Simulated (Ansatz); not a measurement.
MgAl₂Ge₂ in space group P-3m1 (No. 164; Mg on 1a, Al on 2d, Ge on 2d), PBE in the plane-wave PAW code Ansatz, all energies at zero smearing, with the estimated change up to a 700 eV cutoff added, with one set of potentials and settings (totals compare only within such a set). Cell of 5 atoms (1 Mg, 2 Al, 2 Ge): -11589.225 eV.

| element | reference phase | E (eV/atom) |
|---|---|---|
| Mg | P6_3/mmc, 2 atoms in the cell | -1923.8027 |
| Al | Fm-3m, 1 atoms in the cell | -537.5055 |
| Ge | Fd-3m, 2 atoms in the cell | -4294.9907 |

Formation energy per atom, worked out: (-11589.225 − 1×(-1923.8027) − 2×(-537.5055) − 2×(-4294.9907))/5 = -0.086 eV/atom (-8 kJ per mol of atoms), at 0 K, without zero-point energy or fitted corrections.

The workflow started from a Materials Project entry (that database holds measured and hypothetical structures alike); the Crystallography Open Database copy checked does not list it. Whether it is the stable phase at ambient conditions was not checked. Symmetry was held in the PBE relaxation; its stability against distortions is not shown here. The references are the lowest solids computed at this level, not always the standard phases.

Potentials: the earlier of the program's two PAW sets.
